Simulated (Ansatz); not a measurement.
Starting cell, SiC (zinc blende):

```
SiC
1.0
    0.00000     2.17839     2.17839
    2.17839     0.00000     2.17839
    2.17839     2.17839     0.00000
C Si
1 1
Direct
  0.75000   0.75000   0.75000
  0.00000   0.00000   0.00000
```

In each cell atom 2 (Si, nearest neighbour C at 1.887 Å; its periodic images, 3.1 Å or more away, move with it) moves by s·(0.577, 0.577, 0.577) (along Cartesian [111]), the rest being held.

The numbers are results of PBEsol (plane waves to 420 eV, PAW, scalar-relativistic; Ansatz, an electronic-structure program), not measurements. k mesh 10×10×10 (Γ-centred), Fermi-Dirac smearing 0.05 eV. E stands for the smeared free energy. Left out: 1 of 11 points, with atoms too close for the PAW data. As the smearing reaches across the gap at some points, energies and forces of such displacements shift with the k mesh and the smearing. SiC was relaxed with its symmetry unable to fall. The zero of ΔE is the undisplaced structure. The last digit holds for this mesh only.

| s (Å) | ΔE (meV/cell) |
|---|---|
| -0.456 | 3791.6 |
| -0.342 | 1795.2 |
| -0.228 | withheld |
| -0.114 | 145.4 |
| 0.000 | 0.0 |
| 0.114 | 105.7 |
| 0.228 | 356.2 |
| 0.342 | 666.4 |
| 0.456 | 974.0 |
| 0.570 | 1235.1 |

Question: Fit a polynomial form (powers 2, 3, 4) to the given rows and predict ΔE at s = -0.228.

Answer: Least squares on the 9 given rows: ΔE = (9769)·s² + (-14830)·s³ + (7734)·s⁴, in meV/cell with s in Å; root-mean-square residual 18.23 meV/cell. At -0.228 the fit gives 704.5 meV/cell; the calculation gives 679.6 meV/cell, so the interpolation is off by 24.9 (+3.7 %). The quadratic term alone would give 507.8 meV/cell.

(For displaced atoms, the force is minus the slope of the energy, and its curvature is a force constant, which sets phonon frequencies.)
